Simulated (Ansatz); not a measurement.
Relaxed-ion elastic tensor of BaO2 (MoSi2 or CaC2 type, I4/mmm) in GPa (Voigt order), LDA in the plane-wave PAW code Ansatz; density 6.07 g/cm³, 15.43 Å³ per atom.

```tsv
	1	2	3	4	5	6
1	150	85.1	39.8	0.0	0.0	0.0
2	85.1	150	39.8	0.0	0.0	0.0
3	39.8	39.8	188	0.0	0.0	0.0
4	0.0	0.0	0.0	33.9	0.0	0.0
5	0.0	0.0	0.0	0.0	33.9	0.0
6	0.0	0.0	0.0	0.0	0.0	62.1
```

Task: Is the crystal mechanically stable?

Result: Yes: the smallest eigenvalue of C is 33.9 GPa.

Task: Work out the Voigt, Reuss and Hill averages.

Result: K_V = 90.9, K_R = 90.9, K_H = 90.9; G_V = 47.6, G_R = 42.0, G_H = 44.8 GPa.

Task: Give Young's modulus, Poisson's ratio, Pugh's ratio and the universal anisotropy index.

Result: E = 9KG/(3K + G) = 115 GPa; ν = 0.29; K/G = 2.03 (ductile by the Pugh limit of 1.75); A_U = 5G_V/G_R + K_V/K_R − 6 = 0.67.

Task: Estimate the sound speeds and the Debye temperature.

Result: v_l = √((K + 4G/3)/ρ) = 4980 m/s, v_t = √(G/ρ) = 2720 m/s, mean 3030 m/s; Θ = (h/k)(3n/4πV)^(1/3) v_m = 362 K.

Task: Solve the Christoffel equation for the three sound speeds along x, y, z.

Result: Eigenvalues of C_ijkl n_j n_l equal ρv². In km/s, slowest first: x 2.36, 3.20, 4.97; y 2.36, 3.20, 4.97; z 2.36, 2.36, 5.57.

Task: How much does each axis shrink under pressure?

Result: Linear compressibilities β_i = Σ_j S_ij (j = 1 to 3): x 3.6, y 3.6, z 3.8 per TPa.

The first step of the workflow began from a Materials Project structure, measured or hypothetical; the Crystallography Open Database files this formula in space group No. 139, but the cells were not matched. Whether it is the stable phase at ambient conditions was not checked. The LDA relaxation kept the symmetry of its start; its stability against distortions is not shown here. Scalar-relativistic: spin–orbit coupling is off unless named, which matters more the heavier the elements.

Potentials: the later of the program's two PAW sets.
